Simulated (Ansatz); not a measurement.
Pb (Fm-3m), clamped-ion strain scan

All numbers below come from DFT PBEsol, scalar-relativistic, plane waves, PAW (Ansatz). Cutoff 420 eV, Γ-centred 16×16×16 k-points, Gaussian smearing of 0.15 eV. Spin–orbit coupling is left out, which can shift energies with elements as heavy as these. No spin polarisation. Energies are free energies at this smearing, counted from the undisturbed cell; pressure is positive in compression.

Reference structure (as given, not relaxed at this level; it stands at -0.2 GPa):

```
CELL_PARAMETERS angstrom
0.00000 2.46980 2.46980
2.46980 0.00000 2.46980
2.46980 2.46980 0.00000
ATOMIC_POSITIONS crystal
Pb 0.00000 0.00000 0.00000
```

The cell is strained by ε times the Voigt pattern (1, -1, 0, 0, 0, 0) (xx, yy, zz, yz, xz, xy; engineering shear) with fractional coordinates fixed. The cell is metallic on the mesh throughout.

```
      ε  ΔE (meV/atom) stress summed along the pattern (GPa, tension positive) pressure (GPa)
-0.0600           10.7                                                    -1.56             0.0
-0.0300            3.2                                                        ?               ?
 0.0000            0.0                                                     0.00            -0.2
 0.0075            0.2                                                     0.25            -0.2
 0.0150            0.7                                                     0.57            -0.2
 0.0225            1.8                                                     0.90            -0.2
 0.0375            4.9                                                     1.26            -0.1
 0.0450            6.7                                                     1.32            -0.1
 0.0525            8.6                                                        ?             0.0
```

By symmetry 0.0600 repeats -0.0600, -0.0450 repeats 0.0450, 0.0300 repeats -0.0300, -0.0150 repeats 0.0150 in energy, with the opposite slope along the path.

(1) Give the withheld values.

## Answers

(1) stress summed along the pattern (GPa, tension positive) at ε = -0.0300: -1.15; pressure (GPa) at ε = -0.0300: -0.2; stress summed along the pattern (GPa, tension positive) at ε = 0.0525: 1.41.